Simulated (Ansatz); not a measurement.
Here is the system:

Zn₂InGaO₅:
```xyz
18
Lattice="3.2997 0.0000 0.0000 -1.6498 2.8576 0.0000 0.0000 0.0000 22.3735" Properties=species:S:1:pos:R:3 pbc="T T T"
Zn     0.0000     1.9051    14.2223
Zn     1.6498     0.9525     8.1512
Zn     1.6498     0.9525     3.0355
Zn     0.0000     1.9051    19.3380
In     0.0000     0.0000    11.1867
In     0.0000     0.0000     0.0000
Ga     0.0000     0.0000    16.7801
Ga     0.0000     0.0000     5.5934
O      0.0000     1.9051    12.2650
O      1.6498     0.9525    10.1085
O      1.6498     0.9525     1.0782
O      0.0000     1.9051    21.2952
O      0.0000     0.0000    14.8177
O      0.0000     0.0000     7.5558
O      0.0000     0.0000     3.6310
O      0.0000     0.0000    18.7425
O      0.0000     1.9051    16.7801
O      1.6498     0.9525     5.5934
```

This is the r²SCAN-relaxed structure. x, y and z are the axes in which the lattice vectors are written.

All from plane-wave PAW r²SCAN (Ansatz code), unless another level is named. Estimate the hole effective mass, band 2 of 2 at the edge.

1.7 along x, 17 along z (mₑ).

What about the band gap?

1.82 eV (direct).

And the gap with spin–orbit coupling?

1.80 eV.

What about the electron effective mass?

0.22 mₑ (isotropic).

And the hole effective mass, band 1 of 2 at the edge?

2.3 along x, 17 along z (mₑ).

Space group P6_3/mmc. The workflow started from a Materials Project entry (that database holds measured and hypothetical structures alike); the Crystallography Open Database copy checked does not list it. Whether it is the stable phase at ambient conditions was not checked. Symmetry was held in the r²SCAN relaxation; whether a distortion lowers the energy is not shown. Scalar-relativistic: spin–orbit coupling is off unless named, which matters more the heavier the elements.

Potentials: the later of the program's two PAW sets.
